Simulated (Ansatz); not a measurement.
Given:

Al3GaAs4:
```yaml
crystal:
  lattice:
    - [4.01407, 0.00000, 0.00000]
    - [0.00000, 4.01407, 0.00000]
    - [0.00000, 0.00000, 11.33850]
  atoms:
    - { symbol: Ga, position: [0.00000, 0.00000, 0.00000] }
    - { symbol: As, position: [0.50000, 0.00000, 0.12518] }
    - { symbol: Al, position: [0.50000, 0.50000, 0.24975] }
    - { symbol: As, position: [0.00000, 0.50000, 0.37485] }
    - { symbol: Al, position: [0.00000, 0.00000, 0.50000] }
    - { symbol: As, position: [0.50000, 0.00000, 0.62515] }
    - { symbol: Al, position: [0.50000, 0.50000, 0.75025] }
    - { symbol: As, position: [0.00000, 0.50000, 0.87482] }
```

This is the r²SCAN-relaxed structure. Cartesian axes are those of the cell as given.

**Question.** All from the program Ansatz at the r²SCAN level (PAW), unless another level is named. Give the bulk modulus (Birch–Murnaghan fit).

**Answer.** 75.0 GPa.

**Question.** Next, the piezoelectric stress constants (proper, relaxed ions, C/m²)?

**Answer.** e15 = -0.11, e24 = 0.11, e31 = -0.10, e32 = 0.10.

**Question.** Give the elastic constants (relaxed ions, GPa).

**Answer.** C11 = 145, C12 = 26.7, C13 = 54.2, C33 = 117, C44 = 58.6, C66 = 31.4.

Space group P-4m2. The start of the workflow was typed in or built on a structure type; neither database checked (COD, Materials Project) lists it. Whether it is the stable phase at ambient conditions was not checked. Symmetry was held in the r²SCAN relaxation; whether a distortion lowers the energy is not shown. Signs of piezoelectric constants follow the polarity of the cell as given.

Potentials: the earlier of the program's two PAW sets. The files were generated under PBE; for other functionals the program regenerates the frozen cores, and for LDA and PBEsol the local potential too.
